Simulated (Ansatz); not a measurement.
This run works on a generated trial structure, not on a known crystal.

Input and command of a plane-wave DFT calculation in Ansatz:

```yaml
crystal:
  lattice:
    - [2.3138823612, 1.3359206041, 4.456698229]
    - [-2.3138823612, 1.3359206041, 4.456698229]
    - [0.0, -2.6718412082, 4.456698229]
  atoms:
    - { symbol: Ti, position: [0.0, 0.0, 0.0], spin: 0.45 }
    - { symbol: Ti, position: [0.3954966991, 0.3954966991, 0.3954966991], spin: 0.19 }
    - { symbol: Ti, position: [0.6045033009, 0.6045033009, 0.6045033009], spin: 0.19 }
    - { symbol: Ge, position: [0.79539424, 0.79539424, 0.79539424] }
    - { symbol: Ge, position: [0.20460576, 0.20460576, 0.20460576] }
basis:
  ecutwfc: 420
kpoints:
  mp_grid: { grid: [12, 12, 12] }
hamiltonian:
  xc: pbe
scf:
  occupations: { method: gaussian, width: 0.1 }
output:
  forces: true
  stress: true
  eigenvalues: true
  populations: true
magnetization:
  spin_polarized: true
relax:
  adjacent_minimum: "off"
  f_tol: 0.01
  max_steps: 80
  cell: { stress_tol: 0.05 }
```

```bash
ansatz run input.yaml --threads 1 --pin off --max-ram 2560MiB --backend cpu --events-out ev --progress --plain --runs-dir out
```

Processor: AMD EPYC (Zen 3), 1 thread, on a host shared with other jobs.

Estimate time, memory and problem size.

About 14 min, peak memory 1.1 GiB. It solves 39 bands at 189 k points (after reduction by symmetry) with about 1611 plane waves (on the last cell), in 51 SCF iterations over 4 ionic steps.
